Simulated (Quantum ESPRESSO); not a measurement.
# Where does Cl sit best among F sites?

These are calculations, not measurements. They come from pw.x of Quantum ESPRESSO 7.5, a plane-wave density functional program, with PseudoDojo standard norm-conserving files (v0.5 for PBE, v0.4.1 for LDA and PBEsol). The cells are made up: elements, strain and atom displacements were drawn at random, and nothing was relaxed. There is no spin polarisation, spin-orbit coupling or dispersion term.

The cell has 12 sites of a fluorite lattice. Sites 1 to 4 hold Zn Zn Zn Zn; sites 5 to 12 hold F F X X F X F X. Cell vectors in Å: (5.228, -0.024, -0.016); (-0.024, 5.146, -0.029); (-0.016, -0.029, 5.272). Settings: PBE, cutoff 1143 eV, 4 x 4 x 4 k mesh shifted by half a step, Fermi-Dirac smearing of 0.025 eV.

In each run one of the sites marked X holds Cl and the others hold F; cell and positions stay the same. E is the free energy of the cell.

| site of the guest | first shell | mean distance (Å) | E above the lowest (eV) | P (GPa) | force on the guest (eV/Å) |
| --- | --- | --- | --- | --- | --- |
| 7 | Zn4 | 2.246 | 0.236 | 3.95 | 0.758 |
| 8 | Zn4 | 2.273 | 0.065 | 3.53 | 0.826 |
| 10 | Zn4 | 2.276 | 0.150 | 3.72 | 2.476 |
| 12 | Zn4 | 2.301 | 0.000 | 3.34 | 2.227 |

A rerun of one of these cells at 1437 eV and k mesh 6 x 6 x 6 moved values by no more than 0.003 eV in the cell's energy, 0.02 GPa in stress and 0.002 eV/Å in force.

## Reading the table

Site 12 is lowest, by 0.065 eV, over three times the rerun's bound. A straight line of energy against the mean distance has a slope of -4.2 ± 1.3 eV/Å, so the guest costs less on the roomier sites. The positions are random and not relaxed, so the differences hold for this frozen cell and are not site preferences of a real crystal.